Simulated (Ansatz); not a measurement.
ZrS2 (CdI2 type)

```
CELL_PARAMETERS angstrom
      3.57813     0.00000     0.00000
     -1.78907     3.09875     0.00000
      0.00000     0.00000     5.54076
ATOMIC_POSITIONS crystal
  Zr 0.00000 0.00000 0.00000
  S  0.33333 0.66667 0.26469
  S  0.66667 0.33333 0.73531
```

The slice is a (1 -1 0 0) plane (indices of the conventional cell) through the point (0.667, 0.333, 0.735) (fractional), spanned by u = [110] and v = [001] in vectors of this cell: u (3.58 Å) and v (5.54 Å, at 90° to u). It covers one period; positions are fractions (u, v).

These are PBEsol-D3(BJ) (plane waves to 420 eV, PAW, scalar-relativistic; Ansatz, a program for electronic structure) values and carry that method's errors. k mesh 11×11×6. Inside the PAW spheres the values are not all-electron values, and peaks at nuclei hang on which shells count as valence. ZrS2 is run without spin polarisation. ZrS2 was relaxed with its symmetry unable to fall.

Q: Sketch the electrostatic potential energy of an electron, from the cell's mean on this plane as a map.

A: 
```
|xxxxxxxx==##%%%%##==xxxxxx|
|xxxxxxxx**%%@@@@%%**xxxxxx|
|xxxxxx++%%@@@@@@@@%%++xxxx|
|--==**%%@@@@@@@@@@@@%%**==|
|%%%%@@@@@@@@@@@@@@@@@@@@%%|
|@@@@@@@@@@%%%%%%%%@@@@@@@@|
|@@@@@@@@%%##****##%%@@@@@@|
|@@@@@@%%##++----++##%%@@@@|
|@@@@%%##++--....--++##%%@@|
|@@%%%%##++::    ::++##%%%%|
|%%%%##**==..    ..==**##%%|
|####**++::        ::++**##|
|####++--            --++##|
|##**++::            ::++**|
|**++==::            ::==++|
|::----::            ::----|
|xxxxxx....        ....xxxx|
|xxxxxxxx::::::::::::xxxxxx|
|xxxxxxxx::++++++++::xxxxxx|
|xxxxxxxx::**####**::xxxxxx|
```
Scale: ten equal steps from 1.00 (start of ' ') to 9.77 (end of '@'), in the order ' .:-=+*#%@'. Values: electrostatic potential energy of an electron, from the cell's mean, in eV. The map has 13 points along u (two characters each, u = 0 at the left) and 20 along v (v = 0 in the bottom row). Points within 1 Å of a nucleus are blanked (x), as the pseudised field means little there. Values under 1 eV are set to 1. The zero, the cell's mean, hangs on the PAW cores.
